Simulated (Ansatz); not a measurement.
The relaxed structure here is a generated cell of Cd: the first start was made by placing the elements on the sites of a structure type, and the end was not matched to a known phase here, so it may be hypothetical. Known forms of Cd include space group No. 194.

A relaxed cell of Cd (R-3m (No. 166)), relaxed on a k-mesh at least as fine as the one used below. Level of theory: r2SCAN (plane waves to 500 eV, PAW, scalar-relativistic; Ansatz, an electronic-structure program). Γ-centred k-mesh 6×12×12 on the run's cell (coarser than for final values), Fermi–Dirac smearing 0.05 eV.

```
Cd
1.0
    4.78162     2.76067     2.26062
   -2.39081     1.38033     1.13031
    0.00000    -2.76067     1.13031
Cd
2
Direct
  0.00000   0.00000   0.00000
  0.50000   0.00000   0.00000
```

The atoms are displaced by (Å):

| atom | ux | uy | uz |
|---|---|---|---|
| Cd1 | -0.039 | -0.018 | 0.073 |
| Cd2 | 0.103 | 0.042 | 0.023 |

Q: What forces (eV/Å) and pressure result?

A: 
```csv
atom,Fx,Fy,Fz
Cd1,0.27,0.16,0.17
Cd2,-0.27,-0.16,-0.17
```

Pressure +0.3 GPa.

The undisplaced cell is probably no minimum: from this displacement the run went on to P-1 (No. 2) at a tolerance of 0.01 Å, Fmmm (No. 69) at 0.1 Å, 0.07 eV/atom below it.

No spin polarisation in the result.
